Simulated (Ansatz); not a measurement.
## Profile along the Na–Na line in Na (hcp, Mg type)

Na (hcp, Mg type)

```
CELL_PARAMETERS angstrom
      3.71812     0.00000     0.00000
     -1.85906     3.21999     0.00000
      0.00000     0.00000     6.07516
ATOMIC_POSITIONS crystal
  Na 0.33333 0.66667 0.25000
  Na 0.66667 0.33333 0.75000
```

Fields along a shortest Na–Na line of a (0001) plane (3.72 Å), from Na to Na, interpolated on the slice's grid (step about 0.3 Å). All values below come from PBEsol (plane waves to 420 eV, PAW, scalar-relativistic; Ansatz, a quantum-chemistry and plane-wave program). k mesh 14×14×8. Inside the PAW spheres the values are not all-electron values, and peaks at nuclei hang on which shells count as valence. Na was relaxed with its symmetry unable to fall. This is one of several known forms of Na; the measured ambient cells at hand have space group No. 229.

```tsv
distance from Na (Å)	valence electron density (e/Å³)	electron localisation function
0.00	20.73	x
0.37	10.01	x
0.74	0.56	0.46
1.12	0.06	0.03
1.49	0.03	0.16
1.86	0.03	0.43
2.23	0.03	0.16
2.60	0.06	0.03
2.98	0.56	0.46
3.35	10.01	x
3.72	20.73	x
```

x: too close to a nucleus for the ELF to mean much.

Density on the Na–Na line (3.72 Å) at its midpoint: 0.03 e/Å³. ELF at that point: 0.43.
